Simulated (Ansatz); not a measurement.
Cu Kα1 powder pattern (kinematic, no thermal factors).
2θ (°) (relative intensity): 12.85 (1), 23.05 (2), 24.82 (10), 25.87 (2), 28.04 (100), 32.33 (5), 32.49 (2), 32.49 (1), 33.15 (5), 41.99 (2), 46.61 (22), 46.61 (45), 47.10 (2), 48.92 (2), 51.83 (1), 53.51 (2), 54.07 (1), 55.28 (28), 55.28 (14), 57.86 (2), 57.97 (1), 68.04 (7), 68.05 (3), 69.87 (1), 75.13 (5), 75.14 (11), 86.51 (15), 86.52 (7)

The pattern is computed from a structure relaxed with Ansatz, DFT PBE, scalar-relativistic, plane waves, PAW. No spin polarisation. Its elements are Al, Ga, P.

**Question.** Give the structure.

**Answer.** Al$_{3}$Ga$_{2}$P$_{5}$.
Space group I-4m2 (No. 119). a = 3.894 Å, b = 3.894 Å, c = 27.532 Å, α = 90.00°, β = 90.00°, γ = 90.00°
```csv
atom,site,symmetry,x,y,z
Al,4e,2mm.,0.5000,0.5000,0.4000
Al,2b,-4m2,0.5000,0.5000,0.0000
Ga,4e,2mm.,0.5000,0.5000,0.2000
P,4f,2mm.,0.5000,0.0000,0.4500
P,4f,2mm.,0.0000,0.5000,0.1498
P,2d,-4m2,0.5000,0.0000,0.2500
```

A pattern alone doesn't exclude other cells with like lines; this is the one computed.

The cell was found from a structure generator's guess, not taken from experiment.
